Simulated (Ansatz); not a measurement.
Zr₃HRh:
```
CELL_PARAMETERS angstrom
      4.35035     0.00000     0.00000
      0.00000     4.35035     0.00000
      0.00000     0.00000     4.35035
ATOMIC_POSITIONS crystal
  Rh 0.00000 0.00000 0.00000
  Zr 0.50000 0.50000 0.00000
  Zr 0.50000 0.00000 0.50000
  Zr 0.00000 0.50000 0.50000
  H  0.50000 0.50000 0.50000
```

Relaxed with r²SCAN.

Give the Bader charges and basin volumes of the independent atoms, DFT-r²SCAN in the program Ansatz with PAW potentials.



```tsv
atom	Bader charge (e)	Bader volume (Å³)
Rh1	-2.02	27.1
Zr2	+0.95	16.6
H5	-0.81	5.5
```

Space group Pm-3m. The start of the workflow was typed in or built on a structure type; neither database checked (COD, Materials Project) lists it. Its standing as an ambient phase is unchecked. The cell was relaxed with r²SCAN under the symmetry of its start. At this level the phase is mechanically unstable. The run is not spin-polarised.

Potentials: the earlier of the program's two PAW sets.
